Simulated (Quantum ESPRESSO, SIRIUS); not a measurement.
Given: the input of a run of Quantum ESPRESSO 7.5 on GaC3. The cell comes from a database or a generator and needn't be the stable form of this composition.

File pw.in:

```
&CONTROL
  calculation = 'scf'
  prefix = 'pwscf'
  outdir = './tmp'
  pseudo_dir = './pseudo'
  tprnfor = .true.
  tstress = .true.
  disk_io = 'nowf'
/
&SYSTEM
  ibrav = 0
  nat = 4
  ntyp = 2
  ecutwfc = 70
  ecutrho = 560
  nbnd = 19
  occupations = 'smearing'
  smearing = 'fd'
  degauss = 0.00367493
/
&ELECTRONS
  conv_thr = 8d-10
  electron_maxstep = 120
  mixing_beta = 0.5
/
ATOMIC_SPECIES
Ga    69.7230 Ga.pbe-dn-kjpaw_psl.1.0.0.UPF
C     12.0110 C.pbe-n-kjpaw_psl.1.0.0.UPF
CELL_PARAMETERS angstrom
   3.3189480000    0.0000000000    0.0000000000
   0.0000000000    3.3189480000    0.0000000000
   0.0000000000    0.0000000000    3.3189480000
ATOMIC_POSITIONS crystal
Ga     0.0071295400    0.1120727400    0.0102102700
C      0.0091442000    0.6196127100    0.4674257000
C      0.4821060300    0.8067659900    0.5226167600
C      0.5016202400    0.4615485600    0.9997472600
K_POINTS automatic
8 8 8 0 0 0
```

Potentials or basis: SSSP 1.3 efficiency PBE.

Run with:

```sh
$ OMP_NUM_THREADS=1 pw.x -in pw.in > pw.out
```

Q: Set up the same calculation for SIRIUS 7.10.0. Potentials or basis there: PseudoDojo 0.4.1 PBE standard (scalar relativistic), cutoff 1127 eV.

A: As run (cutoffs and basis follow the program's own potentials, and thresholds, step limits or extra output files can differ):

File sirius.json:

```json
{
  "control": {
    "processing_unit": "cpu",
    "verbosity": 2,
    "num_bands_to_print": 20,
    "print_forces": true,
    "print_stress": true
  },
  "parameters": {
    "electronic_structure_method": "pseudopotential",
    "xc_functionals": ["XC_GGA_X_PBE", "XC_GGA_C_PBE"],
    "gk_cutoff": 9.1,
    "pw_cutoff": 18.2,
    "ngridk": [8, 8, 8],
    "shiftk": [0, 0, 0],
    "smearing": "fermi_dirac",
    "smearing_width": 0.0018374661,
    "num_bands": 20,
    "num_mag_dims": 0,
    "num_dft_iter": 100,
    "energy_tol": 1e-08,
    "density_tol": 1e-06
  },
  "iterative_solver": {
    "type": "davidson",
    "min_tolerance": 1e-09,
    "tolerance_scale": [0.1, 0.25]
  },
  "mixer": {
    "type": "anderson",
    "beta": 0.7,
    "max_history": 8
  },
  "settings": {
    "tol_ne": 1e-10,
    "pseudo_grid_cutoff": 6.5
  },
  "unit_cell": {
    "lattice_vectors": [
      [1.0, 0.0, 0.0],
      [0.0, 1.0, 0.0],
      [0.0, 0.0, 1.0]
    ],
    "lattice_vectors_scale": 6.2719027419,
    "atom_coordinate_units": "lattice",
    "atom_types": ["Ga", "C"],
    "atom_files": {
      "C": "C.json",
      "Ga": "Ga.json"
    },
    "atoms": {
      "Ga": [
        [0.00712954, 0.11207274, 0.01021027]
      ],
      "C": [
        [0.0091442, 0.61961271, 0.4674257],
        [0.48210603, 0.80676599, 0.52261676],
        [0.50162024, 0.46154856, 0.99974726]
      ]
    }
  }
}
```

Potentials or basis: PseudoDojo 0.4.1 PBE standard (scalar relativistic).

Command:

```console
$ upf_to_json C.upf
$ upf_to_json Ga.upf
$ OMP_NUM_THREADS=1 sirius.scf --input=sirius.json --output=out.json --task=0
```

Both were run:

|  | Quantum ESPRESSO | SIRIUS |
| --- | --- | --- |
| Pressure | -1.2 GPa | -0.8 GPa |
| Largest force | 3.703 eV/Å | 3.691 eV/Å |

Pressure is positive in compression.
